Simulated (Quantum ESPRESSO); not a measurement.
# Strain and stress in Si7As

The results below are calculated, not measured. They come from pw.x of Quantum ESPRESSO 7.5, a plane-wave density functional program, with PseudoDojo standard norm-conserving files (v0.5 for PBE, v0.4.1 for LDA and PBEsol). The cells are made up: elements, strain and atom displacements were drawn at random, and nothing was relaxed. There is no spin polarisation, spin-orbit coupling or dispersion term.

The cell has 8 sites of a zincblende or diamond lattice. Sites 1 to 4 hold Si Si Si Si; sites 5 to 8 hold As Si Si Si. Cell vectors in Å: (5.358, 0.084, 0.007); (0.084, 5.382, 0.028); (0.007, 0.028, 5.342). Settings: PBE, cutoff 1143 eV, 6 x 6 x 6 k mesh shifted by half a step, Fermi-Dirac smearing of 0.1 eV.

Each run adds the same linear strain along x, y and z to one cell, with the atoms carried along; the vectors above are those of run 4. Stress is positive in tension and P is minus a third of its trace. E is the free energy for each atom above the lowest run shown.

| run | strain (%) | s_xx (GPa) | s_yy (GPa) | s_zz (GPa) | s_xy (GPa) | P (GPa) | E (meV/atom) |
| --- | --- | --- | --- | --- | --- | --- | --- |
| 1 | -1.96 | -13.66 | -12.63 | -13.50 | -4.00 | 13.26 | 94.51 |
| 2 | -1.61 | -12.30 | -11.24 | -12.11 | -3.79 | 11.88 | 78.78 |
| 3 | -1.09 | -10.37 | -9.28 | -10.16 | -3.47 | 9.94 | 58.30 |
| 4 | -0.83 | -9.46 | -8.34 | -9.23 | -3.33 | 9.01 | 49.40 |
| 6 | 1.09 | -3.63 | -2.39 | -3.31 | -2.37 | 3.11 | 7.38 |
| 7 | 2.29 | -0.74 | 0.57 | -0.36 | -1.87 | 0.18 | 0.00 |
| 5 | 0.85 | ? | ? | ? | ? | ? | ? |

A rerun of one of these cells at 1437 eV and k mesh 8 x 8 x 8 moved values by no more than 0.003 eV in the cell's energy, 0.11 GPa in stress and 0.018 eV/Å in force.

## Worked fit

A parabola through the six runs shown gives P = 6.27 - 3.14 e + 0.214 e² GPa, with e in per cent and a scatter of 0.02 GPa. A linear strain of 1 % changes the volume by about 3 %, so the bulk modulus of this cell with clamped atoms is about 105 ± 1 GPa at e = 0. The error is the larger of the fit's own and the change that a cubic makes, rounded up.

## Withheld run

Question: what P should run 5 give?

The fit gives 3.76 GPa. The calculation gave 3.76 GPa.

| run | strain (%) | s_xx (GPa) | s_yy (GPa) | s_zz (GPa) | s_xy (GPa) | P (GPa) | E (meV/atom) |
| --- | --- | --- | --- | --- | --- | --- | --- |
| 5 | 0.85 | -4.28 | -3.05 | -3.96 | -2.48 | 3.76 | 10.45 |